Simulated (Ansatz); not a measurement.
# Eigenvalues along a path: F (diamond type)

```xyz
2
Lattice="0.0000 2.3319 2.3319 2.3319 0.0000 2.3319 2.3319 2.3319 0.0000" Properties=species:S:1:pos:R:3 pbc="T T T"
F    -0.5830   -0.5830   -0.5830
F     0.5830    0.5830    0.5830
```

The cell comes from a relaxation on PAW files under the same functional, begun from a prototype that needn't be the stable phase.

Level of theory: DFT with LDA, scalar-relativistic, in Ansatz 0.2.0; a Γ-centred 14×14×14 k mesh, Fermi–Dirac smearing of 0.1 eV, no spin polarisation. LAPW: all electrons, basis error target 1 meV/atom.

Path points, in fractions of the reciprocal vectors: Γ (0.000, 0.000, 0.000), X (0.500, 0.000, 0.500), U (0.625, 0.250, 0.625), K (0.375, 0.375, 0.750), L (0.500, 0.500, 0.500), W (0.500, 0.250, 0.750). The distance column jumps between branches of the path. Levels in eV from the Fermi level; bands 1 to 8, counted from the lowest band of the run. The gap is zero, the pressure -0.10 GPa.

```
# k(1/Å) point b1 b2 b3 b4 b5 b6 b7 b8
0.000 Γ -22.44 -18.63 -3.02 -3.02 -3.02 -0.89 -0.89 -0.89
0.192 - -22.40 -18.69 -3.11 -3.11 -2.99 -0.96 -0.80 -0.80
0.385 - -22.27 -18.85 -3.33 -3.33 -2.90 -1.15 -0.58 -0.58
0.577 - -22.06 -19.10 -3.60 -3.60 -2.77 -1.39 -0.31 -0.31
0.770 - -21.77 -19.42 -3.86 -3.86 -2.62 -1.64 -0.05 -0.05
0.962 - -21.43 -19.80 -4.06 -4.06 -2.47 -1.86 0.16 0.16
1.155 - -21.04 -20.21 -4.19 -4.19 -2.33 -2.04 0.29 0.29
1.347 X -20.63 -20.63 -4.24 -4.24 -2.19 -2.19 0.34 0.34
1.415 - -20.64 -20.63 -4.25 -4.23 -2.20 -2.17 0.34 0.34
1.483 - -20.65 -20.61 -4.29 -4.22 -2.21 -2.11 0.33 0.34
1.551 - -20.68 -20.58 -4.35 -4.20 -2.24 -2.02 0.31 0.34
1.619 - -20.72 -20.54 -4.41 -4.17 -2.28 -1.90 0.28 0.33
1.687 - -20.77 -20.49 -4.48 -4.14 -2.33 -1.78 0.25 0.32
1.755 - -20.83 -20.43 -4.54 -4.09 -2.38 -1.64 0.21 0.32
1.824 U -20.90 -20.36 -4.59 -4.05 -2.45 -1.52 0.16 0.30
2.649 K -20.90 -20.36 -4.59 -4.05 -2.45 -1.52 0.16 0.30
2.853 - -21.15 -20.10 -4.64 -3.87 -2.66 -1.19 -0.01 0.25
3.057 - -21.44 -19.79 -4.50 -3.67 -2.88 -0.98 -0.21 0.15
3.261 - -21.75 -19.45 -4.21 -3.46 -3.04 -0.90 -0.42 -0.02
3.465 - -22.03 -19.13 -3.81 -3.28 -3.12 -0.89 -0.61 -0.27
3.669 - -22.25 -18.87 -3.42 -3.14 -3.11 -0.90 -0.76 -0.55
3.873 - -22.39 -18.69 -3.13 -3.05 -3.05 -0.90 -0.86 -0.79
4.077 Γ -22.44 -18.63 -3.02 -3.02 -3.02 -0.89 -0.89 -0.89
4.244 - -22.41 -18.67 -3.06 -3.06 -3.06 -0.88 -0.86 -0.86
4.411 - -22.31 -18.79 -3.20 -3.15 -3.15 -0.83 -0.76 -0.76
4.577 - -22.16 -18.97 -3.40 -3.27 -3.27 -0.72 -0.63 -0.63
4.744 - -21.97 -19.20 -3.64 -3.40 -3.40 -0.56 -0.50 -0.50
4.911 - -21.77 -19.43 -3.85 -3.50 -3.50 -0.40 -0.39 -0.39
5.077 - -21.60 -19.62 -4.00 -3.56 -3.56 -0.32 -0.32 -0.28
5.244 L -21.53 -19.69 -4.05 -3.59 -3.59 -0.30 -0.30 -0.24
5.380 - -21.51 -19.72 -4.16 -3.61 -3.46 -0.47 -0.28 -0.10
5.516 - -21.44 -19.79 -4.33 -3.68 -3.21 -0.69 -0.21 0.04
5.652 - -21.34 -19.90 -4.47 -3.80 -2.94 -0.92 -0.11 0.14
5.788 - -21.20 -20.05 -4.55 -3.94 -2.67 -1.16 0.00 0.21
5.925 - -21.03 -20.23 -4.57 -4.11 -2.40 -1.40 0.11 0.25
6.061 - -20.83 -20.42 -4.52 -4.27 -2.14 -1.64 0.19 0.26
6.197 W -20.63 -20.63 -4.42 -4.42 -1.89 -1.89 0.24 0.24
6.293 - -20.63 -20.63 -4.41 -4.41 -1.91 -1.91 0.25 0.25
6.389 - -20.63 -20.63 -4.39 -4.39 -1.95 -1.95 0.26 0.26
6.485 - -20.63 -20.63 -4.35 -4.35 -2.00 -2.00 0.28 0.28
6.582 - -20.63 -20.63 -4.31 -4.31 -2.07 -2.07 0.31 0.31
6.678 - -20.63 -20.63 -4.27 -4.27 -2.13 -2.13 0.32 0.32
6.774 - -20.63 -20.63 -4.25 -4.25 -2.17 -2.17 0.34 0.34
6.870 X -20.63 -20.63 -4.24 -4.24 -2.19 -2.19 0.34 0.34
```
